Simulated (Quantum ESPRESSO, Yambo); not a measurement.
For CaHI (space group P4/nmm, No. 129), Yambo gives the independent-particle static dielectric constant along x as 5.55 on PBEsol bands and 4.4 after a scissor of 2.12 eV widens every gap (4×4×2 mesh, 106 bands, 3 Ry local-field block, 0.2 eV broadening). Axes are Cartesian, with cell vectors (Å) (3.98, 0.00, 0.00), (0.00, 3.98, 0.00), (0.00, 0.00, 8.59).

### Question
A scissor keeps the position matrix elements. In a one-oscillator model, how does ε − 1 scale, and what mean transition energy do the two values imply?

### Answer
Each transition adds |r|²/E to ε − 1, so ε − 1 ∝ 1/(E0 + Δ). Then (4.4 − 1)/(5.55 − 1) = E0/(E0 + Δ) = 0.747, and E0 = Δ(ε' − 1)/(ε − ε') = 6.3 eV. The computed Im ε, weighted by 1/E up to 20 eV, has its mean at 6.4 eV; the smallest direct PBEsol gap is 3.21 eV. The scissor comes from a G0W0 run whose convergence isn't established. Convergence of the RPA response with its 4×4×2 mesh was not tested.

Bands from Quantum ESPRESSO.

Spin-orbit coupling is not included.

Geometry relaxed with PBE+D3(BJ); primitive cell a = 3.9797 Å, b = 3.9797 Å, c = 8.5908 Å, α = 90.00°, β = 90.00°, γ = 90.00°.
